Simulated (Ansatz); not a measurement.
NaMo₃Se₃:
```cif
data_Mo6Na2Se6
_chemical_formula_sum 'Na2 Mo6 Se6'
_space_group_name_H-M_alt 'P63/m'
_space_group_IT_number 176
_space_group_name_Hall '-P 6c'
_cell_length_a 8.61250
_cell_length_b 8.61250
_cell_length_c 4.46333
_cell_angle_alpha 90.000
_cell_angle_beta 90.000
_cell_angle_gamma 120.000
loop_
_atom_site_label
_atom_site_type_symbol
_atom_site_symmetry_multiplicity
_atom_site_Wyckoff_symbol
_atom_site_fract_x
_atom_site_fract_y
_atom_site_fract_z
_atom_site_occupancy
Na1 Na 2 c 0.33333 0.66667 0.25000 1
Mo1 Mo 6 h 0.15132 0.19454 0.25000 1
Se1 Se 6 h 0.38345 0.08433 0.25000 1
```

Relaxed at zero pressure with the program Ansatz at the PBEsol level (PAW).

**Question.** The volume is raised by 3 % and shape and atoms relax at that volume. What pressure results, and how do the axes share the change?

**Answer.** -0.8 GPa; a 1.4 %, b 1.4 %, c 0.1 %; the energy rises by 2 meV/atom.

**Question.** Give the new structure.

**Answer.** 
Space group P6₃/m (No. 176); a = b = 8.7359 Å, c = 4.4683 Å, α = β = 90.00°, γ = 120.00°

```json
[
 {"atom": "Na", "site": "2c", "symmetry": "-6..", "x": "0.3333", "y": "0.6667", "z": "0.2500"},
 {"atom": "Mo", "site": "6h", "symmetry": "m..", "x": "0.1490", "y": "0.1919", "z": "0.2500"},
 {"atom": "Se", "site": "6h", "symmetry": "m..", "x": "0.3787", "y": "0.0839", "z": "0.2500"}
]
```

The phase is kept; no other phase was compared at this pressure.

Space group P6_3/m. The workflow started from a Materials Project entry (that database holds measured and hypothetical structures alike); the Crystallography Open Database copy checked does not list it. Whether it is the stable phase at ambient conditions was not checked. Symmetry was held in the PBEsol relaxation; of distortions, only those at the zone centre were tested. The run is not spin-polarised.

Potentials: the later of the program's two PAW sets.
